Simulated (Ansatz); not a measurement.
CaHCl in space group P4/nmm (No. 129; Ca on 2c, H on 2a, Cl on 2c), DFT-r²SCAN in the program Ansatz with PAW potentials. The conduction-band minimum lies at Z, with 1 equivalent valley. Second derivatives d²E/dk² of the lowest band at one valley (eV·Å²), along Cartesian directions:

```
direction  d²E/dk²
---------  -------
[100]        14.02
[010]        14.02
[001]        7.041
[110]        14.02
[101]        10.53
[011]        10.53
```

Find the principal effective masses, the density-of-states mass and the conductivity mass.

Off-diagonal terms follow from H_xy = H[110] − (H_xx + H_yy)/2, and m*/mₑ = 7.620 eV·Å² over each eigenvalue: 0.54, 0.54, 1.1. One valley's DOS mass (m₁m₂m₃)^(1/3) = 0.68, conductivity mass 3/(Σ 1/mᵢ) = 0.65 mₑ.

What effective density of states Nc follows at 300 K for parabolic valleys?

Nc = 2.509e19 × 1 × (0.68)^(3/2) ≈ 1.4e19 cm⁻³.

The workflow started from a Materials Project entry (that database holds measured and hypothetical structures alike); the Crystallography Open Database files this formula in space group No. 129, but the cells were not matched. Its standing as an ambient phase is unchecked. The r²SCAN relaxation kept the symmetry of its start; its stability against distortions is not shown here.

Potentials: the later of the program's two PAW sets.

Edges and masses are those of Kohn–Sham bands, whose gap is no quasiparticle gap.
